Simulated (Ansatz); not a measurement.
Total density of states per atom from LDA (plane waves, PAW; program Ansatz), in 0.25 eV bins, energy from the Fermi level:

```csv
E (eV),states/eV/atom
-7.85,0.00
-7.60,0.00
-7.35,0.00
-7.10,0.00
-6.85,0.00
-6.60,0.00
-6.35,0.00
-6.10,0.00
-5.85,0.02
-5.60,0.31
-5.35,0.42
-5.10,0.58
-4.85,1.29
-4.60,0.79
-4.35,0.55
-4.10,0.46
-3.85,0.38
-3.60,0.61
-3.35,0.80
-3.10,1.15
-2.85,1.77
-2.60,1.43
-2.35,0.85
-2.10,0.76
-1.85,0.76
-1.60,0.85
-1.35,0.79
-1.10,0.56
-0.85,0.32
-0.60,0.23
-0.35,0.16
-0.10,0.16
0.15,0.30
0.40,0.47
0.65,0.87
0.90,0.72
1.15,0.44
1.40,0.66
1.65,1.39
1.90,1.35
2.15,1.54
2.40,0.24
2.65,0.00
2.90,0.02
3.15,0.73
3.40,1.35
3.65,0.92
3.90,0.84
4.15,0.75
4.40,0.48
4.65,0.21
```

Which compound is it?
(A) SrLi2SnS4, I-42m (Sn on 2a, Sr on 2b, Li on 4d, S on 8i)
(B) GeI2, CdI2 type
(C) TiS2, CdI2 type
(D) CuCl, zinc blende

C, TiS2, CdI2 type. Within 0.5 eV of the Fermi level: Ti 3d 56 %, S 3p 39 %. Projections are on Löwdin-orthogonalised atomic valence shells; empty p or d shells of many metals are not among them.

Space group P-3m1 (CdI2 type). Symmetry was held in the LDA relaxation; phonons on a q-mesh show no instability. The run is not spin-polarised. A crystal of weakly bound layers computed without a dispersion correction: the cell and the soft elastic constants depend strongly on that.

Potentials: the later of the program's two PAW sets.
